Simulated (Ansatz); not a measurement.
Data:

CuAu (CuAu type, space group P4/mmm)

```xyz
4
Lattice="5.7212 0.0000 0.0000 2.8606 2.8606 0.0000 0.0000 0.0000 3.5518" Properties=species:S:1:pos:R:3 pbc="T T T"
Cu     1.4303     1.4303     1.7759
Cu     4.2909     1.4303     1.7759
Au     0.0000     0.0000     0.0000
Au     2.8606     0.0000     0.0000
```

The atoms are displaced by Q × the pattern below (from a DFPT mode at M = (0.5, 0.5, 0.0), largest move 1; Q in Å), at fixed cell. (q is in reciprocal vectors of the primitive cell; the cell shown is doubled to hold the pattern.)

```json
[
 {"atom": "Cu1", "x": "0.000", "y": "0.000", "z": "1.000"},
 {"atom": "Cu2", "x": "0.000", "y": "0.000", "z": "-1.000"}
]
```

Atoms not listed stay in place.

These are r2SCAN (plane waves to 500 eV, PAW, scalar-relativistic; Ansatz, a quantum-chemistry and plane-wave program) values and carry that method's errors. k mesh 16×16×13 (Γ-centred), Fermi-Dirac smearing 0.05 eV. Energies are smeared free energies. With partly filled bands, energies and forces of such displacements shift with the k mesh and the smearing. CuAu is run without spin polarisation. CuAu was relaxed with its symmetry unable to fall. Spin-orbit coupling is left out, though Au is heavy. The zero of ΔE is the undisplaced structure.

The scan covers Q from -0.180 to 0.180 Å in 13 points.

**Question.** Which space group does the distorted structure have?

**Answer.** P4/nmm (No. 129), lowered from P4/mmm.

**Question.** What is the energy change at Q = 0.180 Å?

**Answer.** 194 meV/cell.

**Question.** What harmonic wavenumber does the curvature at Q = 0 give?

**Answer.** 159 cm⁻¹.

(A displaced cell: forces are minus the slopes of the energy, force constants its curvatures, and phonons follow from these.)
